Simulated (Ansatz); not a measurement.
A: Ti (hcp, Mg type), a = b = 2.9390 Å, c = 4.6501 Å, α = β = 90.00°, γ = 120.00°
B: CdSe (wurtzite), a = b = 4.3827 Å, c = 7.1545 Å, α = β = 90.00°, γ = 120.00°
C: Se (trigonal-Se type, space group P3_121), a = b = 4.5345 Å, c = 5.0415 Å, α = β = 90.00°, γ = 120.00°

Scan: energy over volume and axial ratio (atoms clamped). One method and one kind of scan serve all of them; meshes and ranges differ. All were relaxed with their symmetry unable to fall. Ti is run without spin polarisation.

Order them by modulus against c/a change at fixed volume, (3/4V)·∂²E/∂(ln c/a)² (fitted) (lowest first) at the level PBE (plane waves to 420 eV, PAW, scalar-relativistic; Ansatz, a quantum-chemistry and plane-wave program).

C (19 GPa), B (38 GPa), A (58 GPa)

(Under strain, the slope of the energy per volume gives the stress and its curvature an elastic modulus.)
